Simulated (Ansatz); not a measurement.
CuI:
```
CuI
1.0
   -2.09997     2.09997     2.96934
    2.09997    -2.09997     2.96934
    2.09997     2.09997    -2.96934
Cu I
1 1
Direct
  0.50000   0.50000   0.00000
  0.75000   0.25000   0.50000
```

x, y and z are the axes in which the lattice vectors are written.

Question: Give the proper piezoelectric stress tensor with relaxed ions from the program Ansatz at the PBEsol level (PAW).

Answer: In C/m², rows x, y, z, Voigt columns; mesh uncertainty up to 0.00.
```
 0.00   0.00   0.00   0.00   0.06   0.00
 0.00   0.00   0.00  -0.06   0.00   0.00
 0.06  -0.06   0.00   0.00   0.00   0.00
```

The elastic tensor of the same run (GPa):

```
76.8  28.6  42.9   0.0   0.0   0.0
28.6  76.8  42.9   0.0   0.0   0.0
42.9  42.9  62.4   0.0   0.0   0.0
 0.0   0.0   0.0  24.1   0.0   0.0
 0.0   0.0   0.0   0.0  24.1   0.0
 0.0   0.0   0.0   0.0   0.0   9.7
```

Question: Convert to strain constants d = e·S.

Answer: In pC/N:
```
 0.0   0.0   0.0   0.0   2.7   0.0
 0.0   0.0   0.0  -2.7   0.0   0.0
 1.3  -1.3   0.0   0.0   0.0   0.0
```

Space group F-43m (zinc blende). The PBEsol relaxation kept the symmetry of its start. The run is not spin-polarised. Scalar-relativistic: spin–orbit coupling is off unless named, which matters more the heavier the elements.

Potentials: the later of the program's two PAW sets.
